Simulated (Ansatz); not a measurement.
In the program Ansatz at the PBEsol level (PAW), FeBiO₃ in the orthorhombic phase (Ima2; Bi on 4b, Fe on 4a, O on 8c, O on 4b) relaxes to a = 7.559 Å, b = 5.678 Å, c = 5.704 Å. Against the elements it lies at -1.22 eV/atom, with no fitted shifts.

It is gapped at this level: 0.83 eV (direct). The magnetic state found is antiferromagnetic.

The bulk modulus is 76.2 GPa. Born charges are Bi +4.60, Fe +4.07, O -2.94 to -2.79 e.

The start of the workflow was typed in or built on a structure type; neither database checked (COD, Materials Project) lists it. It is not the phase usual at ambient conditions (space group No. 161). The PBEsol relaxation kept the symmetry of its start, as lowered by the spin order; its stability against distortions is not shown here. The final state is antiferromagnetic, chosen from 5 collinear starts compared on coarse meshes (ties went to the first, and starts can fall back to one state), not a proven ground state. No Hubbard U is applied. The references are the lowest solids computed at this level, not always the standard phases (solids in place of the gases). Spin–orbit coupling is left out wherever it is not named.

Potentials: the later of the program's two PAW sets.
